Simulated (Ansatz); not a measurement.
Cost of a DFT run on K16S7O

```yaml
crystal:
  lattice:
    - [0.0, 7.391, 7.391]
    - [7.391, 0.0, 7.391]
    - [7.391, 7.391, 0.0]
  atoms:
    - { symbol: K, position: [0.125, 0.125, 0.125] }
    - { symbol: K, position: [0.125, 0.125, 0.625] }
    - { symbol: K, position: [0.125, 0.625, 0.125] }
    - { symbol: K, position: [0.125, 0.625, 0.625] }
    - { symbol: K, position: [0.625, 0.125, 0.125] }
    - { symbol: K, position: [0.625, 0.125, 0.625] }
    - { symbol: K, position: [0.625, 0.625, 0.125] }
    - { symbol: K, position: [0.625, 0.625, 0.625] }
    - { symbol: K, position: [0.375, 0.375, 0.375] }
    - { symbol: K, position: [0.375, 0.375, 0.875] }
    - { symbol: K, position: [0.375, 0.875, 0.375] }
    - { symbol: K, position: [0.375, 0.875, 0.875] }
    - { symbol: K, position: [0.875, 0.375, 0.375] }
    - { symbol: K, position: [0.875, 0.375, 0.875] }
    - { symbol: K, position: [0.875, 0.875, 0.375] }
    - { symbol: K, position: [0.875, 0.875, 0.875] }
    - { symbol: O, position: [0.0, 0.0, 0.0] }
    - { symbol: S, position: [0.0, 0.0, 0.5] }
    - { symbol: S, position: [0.0, 0.5, 0.0] }
    - { symbol: S, position: [0.0, 0.5, 0.5] }
    - { symbol: S, position: [0.5, 0.0, 0.0] }
    - { symbol: S, position: [0.5, 0.0, 0.5] }
    - { symbol: S, position: [0.5, 0.5, 0.0] }
    - { symbol: S, position: [0.5, 0.5, 0.5] }
kpoints:
  mp_grid: { grid: [2, 2, 2] }
scf:
  occupations: { method: fermi_dirac, width: 0.01 }
hamiltonian:
  xc: pbe
  pseudopotentials: { kind: paw }
output:
  forces: true
  stress: true
  populations: true
  efg:
    quadrupole_moments_barn: { K: 0.0603, O: -0.02558, S: -0.0694 }
    contact_densities: true
  write_density: true
  write_potential: true
  elf: true
  volumetric_format: npy
relax:
  f_tol: 0.03
  max_steps: 40
```

```sh
ansatz run input.yaml --threads 1 --pin off --max-ram 3072MiB --backend cpu --events-out ev --progress --plain --runs-dir out
```

It runs on 1 thread of AMD EPYC 7571 (x86_64; 32 cores open to the job, memory cap 3.0 GiB, no GPU), a shared host with a load of 0.9 a core.

(1) Estimate the wall time and the peak memory.

## Answers

(1) About 3.3 min of wall time (2.4 min of CPU time) and 1.2 GiB. The run holds 192 valence electrons in 120 bands, about 15665 plane waves a k-point and 3 irreducible k-points, and took 20 SCF iterations, over 3 ionic steps. Times on a shared host vary by tens of per cent.
